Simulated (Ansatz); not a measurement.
Generalised stacking fault of LiH (rock salt) on the {110} plane. The cell below holds the perfect crystal with the plane normal along z; tilting its third vector by the shift puts one fault into each cell, between planes 1.42 Å apart, at fixed cell height.

```yaml
crystal:
  lattice:
    - [2.83227, 0.00000, 0.00000]
    - [0.00000, 4.00543, 0.00000]
    - [1.41613, 2.00271, 4.24840]
  atoms:
    - { symbol: H, position: [0.00000, 0.00000, 0.83333] }
    - { symbol: H, position: [0.33333, 0.33333, 0.16667] }
    - { symbol: H, position: [0.66667, 0.66667, 0.50000] }
    - { symbol: Li, position: [0.00000, 0.50000, 0.83333] }
    - { symbol: Li, position: [0.33333, 0.83333, 0.16667] }
    - { symbol: Li, position: [0.66667, 0.16667, 0.50000] }
```

In-plane vectors a = (2.832, 0.000) Å, b = (0.000, 4.005) Å, area 11.34 Å². The shift is s times the vector a (length 2.832 Å), so s = 1 restores the start. The shift is rigid: no atom relaxes. γ = [E(shift) − E(0)] / area.

Level of theory: r2SCAN (plane waves to 500 eV, PAW, scalar-relativistic; Ansatz, an electronic-structure program). k mesh 10×10×10 (Γ-centred), Fermi-Dirac smearing 0.05 eV. Energies are extrapolated to zero smearing. Faults lie only 4.2 Å apart, and holding the cell height and the atoms raises γ above its relaxed value. LiH was relaxed with its symmetry unable to fall. The zero of γ is zero shift.

```csv
s,γ (mJ/m²)
0.000,0
0.083,64
0.167,withheld
0.250,580
0.333,973
0.417,1311
0.500,1446
0.583,1311
0.667,973
0.750,580
0.833,withheld
0.917,64
```

### Question
Fit a Fourier form (three harmonics of 1 − cos and sin) to the given rows and predict γ at s = 0.833.

### Answer
Least squares on the 10 given rows: γ = (720.1)·[1 − cos(2πs)] + (-71.5)·[1 − cos(4πs)], in mJ/m²; root-mean-square residual 3.0 mJ/m². At 0.833 the fit gives 253 mJ/m²; the calculation gives 259 mJ/m², so the interpolation is off by -6 (-2.3 %). 

(The slope of γ gives the shear force per area between the displaced halves; near zero shift its curvature is an elastic stiffness.)
